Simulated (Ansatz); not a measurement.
# SrTl (Pm-3m), a sublattice moved along a line

Theory: Ansatz 0.2.0, DFT r2SCAN, scalar-relativistic, plane waves, PAW. Settings: plane waves to 500 eV, k-mesh 12×12×12 (Γ-centred), Gaussian smearing 0.15 eV. Spin–orbit coupling is left out, which can shift energies with elements as heavy as these. No spin polarisation. Energies are free energies at this smearing, counted from the undisturbed cell; pressure is positive in compression.

The starting cell (as given, not relaxed at this level; it stands at 0.7 GPa, and it needn't be the usual structure):

```
Sr Tl
1.0
     4.03200    0.00000    0.00000
     0.00000    4.03200    0.00000
     0.00000    0.00000    4.03200
Sr Tl
1 1
Direct
  0.00000 0.00000 0.00000
  0.50000 0.50000 0.50000
```

Every Sr atom is moved by x along the Cartesian unit vector (-1.000, 0.000, 0.000); the cell and all other atoms stay fixed. The cell is metallic on the mesh throughout.

```
  x (Å)  ΔE (meV/cell) force along x on the moved atoms (eV/Å) pressure (GPa)
-0.5000          260.9                                     1.03             2.6
-0.2500           65.6                                     0.53             1.2
 0.0000            0.0                                     0.00             0.7
 0.0625            4.1                                    -0.13             0.8
 0.1250           16.4                                    -0.26             0.8
 0.1875           36.9                                    -0.39             1.0
 0.3125          102.5                                    -0.66             1.5
 0.3750          147.5                                    -0.78             1.8
 0.4375          200.4                                    -0.91             2.2
```

By symmetry 0.5000 repeats -0.5000, -0.3750 repeats 0.3750, 0.2500 repeats -0.2500, -0.1250 repeats 0.1250 in energy, with the opposite slope along the path.